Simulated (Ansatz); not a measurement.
Suppose Ba2Au3 takes space group Pm-3m (No. 221), with Ba on 1b and 1a; Au on 3c.

Level of theory: DFT PBE, scalar-relativistic, plane waves, PAW (Ansatz). Cutoff 420 eV, Γ-centred mesh, Gaussian smearing, no spin polarisation.

Formation energies are uncorrected and refer to the elements' standard structures at the same level.

Question: Which cell and coordinates does it relax to?

Answer:

Space group Pm-3m (No. 221). a = 5.917 Å, b = 5.917 Å, c = 5.917 Å, α = 90.00°, β = 90.00°, γ = 90.00°
```tsv
atom	site	symmetry	x	y	z
Ba	1b	m-3m	0.5000	0.5000	0.5000
Ba	1a	m-3m	0.0000	0.0000	0.0000
Au	3c	4/mm.m	0.0000	0.5000	0.5000
```

Ba on its first site has 6 Au at 2.96 Å; around Ba on its second site lie 12 Au at 4.18 Å; Au is surrounded by 2 Ba at 2.96 Å, 4 Ba at 4.18 Å and 8 Au at 4.18 Å.

Question: And its energy and gap?

Answer: The formation energy is −0.25 eV/atom and the gap on the 6×6×6 mesh of the 5-atom cell is 0 eV (a metal). A negative formation energy is needed for stability but isn't enough: competing phases decide.

The last run used Gaussian smearing of 0.10 eV. Spin–orbit coupling, which can matter for Au, is left out. Symmetry constrained the relaxation, so the result can be a saddle point.
